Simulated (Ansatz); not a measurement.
MgS (rock salt, Fm-3m) at seven volumes, PBEsol in the plane-wave PAW code Ansatz, scaled uniformly. One row is withheld.

```csv
V (Å³/atom),P (GPa)
15.828,8.93
16.350,?
16.872,2.54
17.393,0.00
17.915,-2.17
18.437,-4.04
18.959,-5.64
```

Task: Fit the shown pressures and predict the withheld one.

Result: P = (3/2)B₀(x^(7/2) − x^(5/2))[1 + (3/4)(B′ − 4)(x − 1)] with x = (V₀/V)^(2/3). Least squares on the six rows gives V₀ = 17.394 Å³/atom, B₀ = 78.1 GPa, B′ = 4.08. At V = 16.350, x = 1.0421 and P = 5.49 GPa. The run itself gave 5.49 GPa.

The cell was relaxed with PBEsol under the symmetry of its start; phonons on a q-mesh show no instability.

Potentials: the later of the program's two PAW sets.
